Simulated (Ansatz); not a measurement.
SrTiO₃ (cubic perovskite, Pm-3m) at seven volumes, plane-wave PAW HSE06 (Ansatz code), scaled uniformly. One row is withheld.

```tsv
V (Å³/atom)	P (GPa)
10.750	22.40
11.104	13.73
11.459	?
11.813	0.04
12.168	-5.34
12.522	-9.92
12.876	-13.83
```

Question: Fit the shown pressures and predict the withheld one.

Answer: P = (3/2)B₀(x^(7/2) − x^(5/2))[1 + (3/4)(B′ − 4)(x − 1)] with x = (V₀/V)^(2/3). Least squares on the six rows gives V₀ = 11.815 Å³/atom, B₀ = 193 GPa, B′ = 4.29. At V = 11.459, x = 1.0206 and P = 6.31 GPa. The run itself gave 6.34 GPa.

The cell was relaxed with HSE06 under the symmetry of its start. No spin polarisation was allowed.

Potentials: the later of the program's two PAW sets.
